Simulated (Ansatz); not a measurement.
# Levels of theory for Ga4SbAs3 (ordering on zincblende)

All numbers come from Ansatz. These are computed values for a non-magnetic cell that may be hypothetical; none is a measurement.

Structure: Ga4SbAs3 as one 8-atom ordering (R3m) on the zincblende lattice, at its r2SCAN minimum. Around As lie 4 Ga at 2.45–2.49 Å; around As lie 4 Ga at 2.46–2.49 Å; around Sb lie 4 Ga at 2.57–2.65 Å; around Ga lie 4 As at 2.46–2.49 Å; around Ga lie 3 As at 2.49 Å and 1 Sb at 2.65 Å; around Ga lie 1 As at 2.45 Å and 3 Sb at 2.57 Å.

Space group R3m:H (No. 160). a = 4.095 Å, b = 4.095 Å, c = 40.098 Å, α = 90.00°, β = 90.00°, γ = 120.00°

| atom | site | symmetry | x | y | z |
| --- | --- | --- | --- | --- | --- |
| As | 3a | 3m | 0.0000 | 0.0000 | 0.0025 |
| As | 3a | 3m | 0.6667 | 0.3333 | 0.0833 |
| As | 3a | 3m | 0.3333 | 0.6667 | 0.1642 |
| Sb | 3a | 3m | 0.0000 | 0.0000 | 0.2498 |
| Ga | 3a | 3m | 0.6667 | 0.3333 | 0.0220 |
| Ga | 3a | 3m | 0.3333 | 0.6667 | 0.1029 |
| Ga | 3a | 3m | 0.0000 | 0.0000 | 0.1838 |
| Ga | 3a | 3m | 0.6667 | 0.3333 | 0.2748 |

On this one geometry the levels give:
```tsv
level	k mesh	gap (eV)	kind	edges	least direct gap (eV)	rough cost
PBE	8×8×8	none (overlap 0.01)	–	–	–	60 core-seconds
PBE+SOC	8×8×8	0.01	direct	Γ–T (0.75)	0.01	6 core-minutes
r2SCAN	8×8×8	0	–	–	–	90 core-seconds
HSE06	4×4×4	0.39	direct	Γ	0.39	13 core-minutes
```
All runs use a smearing of 0.02 eV.
Wave cutoffs: 420 eV, 500 eV (r2SCAN). Gaps under 0.1 eV (PBE+SOC) can't be told from a closed one: the bands may be in normal order or already inverted, which a gap's size doesn't show.
Costs come from shared machines and give only the order; PBE's includes the band path. The runs had 4 threads of Intel(R) Xeon(R) 6975P-C (Granite Rapids), on a shared host.

The HSE06 gap is direct at Γ: 0.39 eV. With PBE+SOC the gap is 0.01 eV and direct, at Γ–T (0.75 of the way from Γ). (With 0.02 eV of smearing so small a gap leaves both edges partly filled, and it could close between the points sampled.) With so small a gap spin-orbit coupling can invert the bands, which the size of the gap doesn't show: the edges may have crossed and parted again.

The levels disagree on the kind of gap: direct with PBE+SOC, HSE06; zero gap with r2SCAN; no gap with PBE.

Only the levels marked +SOC include spin-orbit coupling.
